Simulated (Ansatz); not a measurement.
**ScAl (Cmcm), two-dimensional strain map**

These are results of Ansatz 0.2.0, DFT PBEsol, scalar-relativistic, plane waves, PAW, not measurements. The runs took a 420 eV cutoff, a Γ-centred 16×16×12 mesh and Gaussian smearing (0.15 eV). No spin polarisation. Energies are free energies at this smearing, counted from the undisturbed cell; pressure is positive in compression.

The undisturbed cell (relaxed at this level; it needn't be the usual structure):

```
Sc Al
1.0
     1.64536   -5.50863    0.00000
     1.64536    5.50863    0.00000
     0.00000    0.00000    4.33681
Sc Al
2 2
Direct
  0.83726 0.16274 0.25000
  0.16274 0.83726 0.75000
  0.56960 0.43040 0.25000
  0.43040 0.56960 0.75000
```

The cell is strained by p along both x and y and by q along z, fractional coordinates fixed. Points are written (p, q).

Energy above the undisturbed cell in meV/atom (a dash: not computed):

| p \ q | -0.050 | -0.025 | 0.000 | 0.025 | 0.050 |
| --- | --- | --- | --- | --- | --- |
| -0.050 | ? | 88.2 | 64.3 | 54.7 | 57.5 |
| -0.025 | ? | – | – | – | – |
| 0.000 | 27.3 | – | 0.0 | – | 22.8 |
| 0.050 | 45.0 | – | ? | – | 96.5 |

Question: Fill in the withheld energies.

Answer: (-0.050, -0.050): 128.5; (-0.025, -0.050): 60.2; (0.050, 0.000): 49.1.